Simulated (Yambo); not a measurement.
# BaCNSCl: sweep of GW parameters

G0W0@PBEsol for BaCNSCl (space group P2_1/m, No. 11) in Yambo. Reference settings: 2×2×1 Γ-centred k mesh, 342 bands and a 7 Ry block in the screening, 342 bands in G with the Bruneval-Gonze terminator, plasmon pole fitted at 27.2 eV. The PBEsol gap (-0.5, 0, 0) → (-0.5, 0, 0) on this mesh is 4.15 eV; G0W0 gaps are taken between the same points.

| change from the reference | G0W0 gap (-0.5, 0, 0) → (-0.5, 0, 0) (eV) | shift of the valence edge (eV) | rough Yambo cost |
|---|---|---|---|
| reference settings | 6.52 | -1.21 | 1 |
| 125 bands in W, 125 bands in G | 6.59 | -0.94 | about 1/3 |
| 218 bands in W, 218 bands in G | 6.53 | -1.12 | within a factor of two |
| 125 bands in G | 6.54 | -1.13 | – |
| 218 bands in G | 6.53 | -1.19 | – |
| 156 bands in W | 6.55 | -1.06 | within a factor of two |
| 3 Ry block | 6.33 | -0.91 | within a factor of two |
| 2 Ry block | 6.34 | -0.80 | within a factor of two |
| 6 Ry block | 6.50 | -1.17 | within a factor of two |
| pole fitted at 55 eV | 6.57 | -1.29 | – |
| no random integration | 6.45 | -1.02 | – |
| 125 bands in G, no terminator | 6.54 | -0.62 | – |
| 218 bands in G, no terminator | 6.53 | -0.94 | – |
| no terminator | 6.53 | -1.08 | – |

The reference isn't shown to be the converged limit. Costs are rough (shared machines), scaled to the same edge states, and given only for runs that recompute the screening. The mesh misses a band edge: along a dense path the PBEsol gap is 4.06 eV against 4.15 eV on the mesh.

Geometry of the Materials Project entry, not relaxed at this level; primitive cell a = 5.9131 Å, b = 4.6898 Å, c = 8.9050 Å, α = γ = 90.00°, β = 98.71°.

A shift is the quasiparticle energy of the state minus its PBEsol energy.
